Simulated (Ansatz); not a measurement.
An Ansatz (a program for electronic structure) run. Input:

Ansatz 0.2 input:
```yaml
crystal:
  lattice:
    - [-3.5798867085, 3.5798867085, 4.5990124751]
    - [3.5798867085, -3.5798867085, 4.5990124751]
    - [3.5798867085, 3.5798867085, -4.5990124751]
  atoms:
    - { symbol: Au, position: [0.875, 0.125, 0.75] }
    - { symbol: Au, position: [0.875, 0.625, 0.75] }
    - { symbol: Au, position: [0.375, 0.125, 0.25] }
    - { symbol: Au, position: [0.875, 0.125, 0.25] }
    - { symbol: Br, position: [0.3028804941, 0.3028804941, 0.0] }
    - { symbol: Br, position: [0.0528804941, 0.5528804941, 0.5] }
    - { symbol: Br, position: [0.4471195059, 0.9471195059, 0.5] }
    - { symbol: Br, position: [0.6971195059, 0.6971195059, 0.0] }
kpoints:
  mp_grid: { grid: [6, 6, 6] }
hamiltonian:
  xc: r2scan
  pseudopotentials: { kind: paw }
scf:
  occupations: { method: fixed }
checkpoint: { read: static.run }
output: { bader: true, populations: true }
```

Output (shortened):

```
Pseudopotential: Au, paw, valence charge 19
Pseudopotential: Br, paw, valence charge 7
Functional definition: r2SCAN
Crystal: 8 atoms, lattice volume = 235.756 Å³
Basis set: ecut = 500 eV, 6037 PW (Γ), exchange–correlation on 200×200×200 points (64 copies of the dense FFT grid, shifted against one another)
Bands: 63, of which v1, the nominal top of the filled ones, is band 52 counted from 1 (51 counted from 0)
Symmetry: 16 space group operations
Space group: I41/amd (ITA 141), of the structure as read, at distance tolerance 6.2e-5 Å
k-points: 30 of 216
Stability of the state it starts from, as read at its close in the unpolarized treatment …
iter 1 solved again at ethr=1.09e-7 eV; its pass at ethr=3.10e-3 eV (dr2=1.13e-4 eV) is discarded
SCF iter   1: F=—  HF=-63826.650796 eV  |F-HF|=—  |Δ(HF+E_count)|=         —  Δρ=4.00e-7  dr2=3.61e-10  dr2_τ=1.67e-10  ethr=1.09e-7  ⟨swp⟩=4.1  Hψ=12355  notcnv=0  defer=269
preconditioner: auto → Resta (q_TF=auto, 2.380 Å⁻¹)
SCF iter   2: F=—  HF=-63826.650644 eV  |F-HF|=—  |Δ(HF+E_count)|=   1.51e-4  Δρ=2.01e-7  dr2=9.03e-11  dr2_τ=2.10e-10  ethr=1.00e-12  ⟨swp⟩=14.9  Hψ=11659  notcnv=0
SCF iter   3: F=-63826.650644 eV  HF=-63826.650644 eV  |F-HF|=1.46e-11  |Δ(HF+E_count)|=  4.37e-11  Δρ=1.29e-7  dr2=3.27e-11  dr2_τ=1.71e-11  ethr=1.00e-12  ⟨swp⟩=1.0  Hψ=3750  notcnv=0
SCF 1 converged in 3 iterations: F = -63826.650644 eV  dr2 = 3.27e-11
SCF converged after 3 iterations
Free energy (F): -63826.650644 eV
Harris-Foulkes:  -63826.650644 eV  (|F-HF|=1.46e-11)
Internal energy: -63826.650644 eV  (E = F + TS)
E sigma→0 (E₀):  -63826.650644 eV
Fermi energy:    5.921861 eV
--- Per-component energies (eV) ---
  E_band       = -1910.182320
  E_kinetic    = 2955.816342
  E_local      = -14369.633051  (includes V_loc(G=0)·N_el)
  E_nonlocal   = 586.118668
  E_hartree    = 6018.463178
  E_xc         = -1867.738951
  E_vxc        = -1676.728409  (∫ρ·V_xc dr)
  E_paw        = -48010.069066  (= ΣΔE_a)
  E_vpaw       = -1550.678594  (= ΣTr[D̂ρ^β])
  E_aug_tail   = 0.002955  (compensation charges beyond the density's cutoff)
  E_vtau       = 107.993946  (kinetic-family band-sum trace: ∫τ·v_τ [+ j·A + Jᵃ·Aᵃ] dr)
  E_ewald      = -9138.272649
  E_core_change = -1.338070  (= ΣΔE_core)
  E_smearing   =  0.000000  (= −TS)
  E_closure    =  0.000000  (closes the sum)
  Σ components = -63826.650644   (vs F -63826.650644, Δ=0.00e0)
  [band-id]    e_kinetic+e_local+e_nonlocal+2·e_hartree+e_vxc+e_vpaw+e_augmentation_tail+e_vtau = -1910.181787   (vs E_band -1910.182320, Δ=5.33e-4)
--- Band table (eV; the first three rows and the last of 30) ---
  k-point 0: bands = ["-100.1255", "-100.1252", "-100.1252", "-100.1251", "-51.3260", "-51.3252", "-51.3194", "-51.3194", "-50.9095", "-50.8966", "-50.8966", "-50.8900", "-50.8432", "-50.8393", "-50.8393", "-50.8354", "-10.1328", "-9.8907", "-9.4589", …
  k-point 1: bands = ["-100.1255", "-100.1252", "-100.1252", "-100.1251", "-51.3255", "-51.3248", "-51.3198", "-51.3198", "-50.9086", "-50.8975", "-50.8962", "-50.8904", "-50.8429", "-50.8396", "-50.8390", "-50.8357", "-10.0888", "-9.8660", "-9.5010", …
  k-point 2: bands = ["-100.1254", "-100.1253", "-100.1252", "-100.1251", "-51.3243", "-51.3238", "-51.3210", "-51.3208", "-50.9061", "-50.8997", "-50.8949", "-50.8916", "-50.8423", "-50.8404", "-50.8384", "-50.8365", "-9.9676", "-9.7958", "-9.6284", …
  k-point 29: bands = ["-100.1253", "-100.1253", "-100.1252", "-100.1252", "-51.3256", "-51.3256", "-51.3194", "-51.3194", "-50.8997", "-50.8997", "-50.8961", "-50.8961", "-50.8398", "-50.8398", "-50.8393", "-50.8393", "-9.8855", "-9.8855", "-9.6006", …
--- Löwdin populations: 8 sites ---
  site symbol       q [e]
     0     Au     18.7049
     1     Au     18.7049
     2     Au     18.7049
     3     Au     18.7049
     4     Br      7.1964
     5     Br      7.1964
     6     Br      7.1964
     7     Br      7.1964
  spilling = 0.003797 (of n_electrons = 104.000000)
--- Bader charges: 8 sites ---
  site symbol  charge [e]  shift [e]
     0     Au      0.2011     0.0035
     1     Au      0.2011     0.0035
     2     Au      0.2011     0.0035
     3     Au      0.2011     0.0035
     4     Br     -0.2011     0.0035
     5     Br     -0.2011     0.0035
     6     Br     -0.2011     0.0035
     7     Br     -0.2011     0.0035
  shift: an alarm, by how much a part of what the PAW files miss would move the charge. Where it is large, compare
  with a run on PAW files of another source; a small one proves nothing
  estimated error of the sums over rays = 2.2e-4 e
```

Cost: about 2.9 core-minutes (a rough figure) on shared cores.

Space group I4_1/amd. The workflow started from an entry of the Crystallography Open Database (COD), which files this formula under 2 space groups. Its standing as an ambient phase is unchecked. The cell was relaxed with r²SCAN under the symmetry of its start; its stability against distortions is not shown here. Spin–orbit coupling is left out wherever it is not named.

Potentials: the later of the program's two PAW sets.

Ansatz is a plane-wave DFT program.
